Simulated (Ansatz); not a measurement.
The start is a generated cell, P placed in the trigonal-Se structure type. The structure is fully relaxed (lattice and positions, P = 0) with PBEsol (plane waves to 420 eV, PAW, scalar-relativistic; Ansatz, a first-principles code). The first steps use a coarse 7×7×5 k-mesh.

Input geometry:
```
P
1.0
    3.93716     0.00000     0.00000
   -1.96858     3.40968     0.00000
    0.00000     0.00000     4.46685
P
3
Cartesian
  0.88744   0.00000   3.72237
 -0.44372   0.76854   0.74447
  1.52486   2.64114   2.23342
```

Q: How large is the pressure on the unrelaxed cell, and of which sign?

A: -3 GPa (negative: the cell is under tension).

Q: What is the largest force in the starting geometry, and on which atom (counted from 1)?

A: About 0.9 eV/Å, on P1, P2, P3 (atoms numbered as listed).

Q: Does the structure survive the relaxation? Give the final space group.

A: The space group goes from P3₁21 (No. 152) to Pm-3m (No. 221); the end is simple cubic type, with 1 atom in the primitive cell.

Q: By how much does the energy per atom fall from start to end?

A: 0.58 to 0.59 eV/atom (the two k-meshes of the run give this range).

Q: How does the volume change?

A: -29.0 %, from 19.99 to 14.18 Å³/atom.

Q: How do the shortest distances between atoms change?

A: The closest pairs of elements (up to four, under 3.6 Å), start → end: P–P 2.14 → 2.42 Å.

Q: What band gap does the relaxed structure have at this level?

A: Zero (metallic).

Q: Give the final cell and atomic positions.

A: 
Space group Pm-3m (No. 221); a = b = c = 2.4206 Å, α = β = γ = 90.00°

```tsv
atom	site	symmetry	x	y	z
P	1a	m-3m	0.0000	0.0000	0.0000
```

Final values are on a 19×19×19 k-mesh of the relaxed cell. No spin polarisation in the result. The relaxed primitive cell holds an odd number of electrons. A magnetic state may lie lower.

The run could not lose the symmetry of its start.

The relaxed structure has the type that P is known to take under pressure; here it was relaxed at zero pressure, from a generated start.
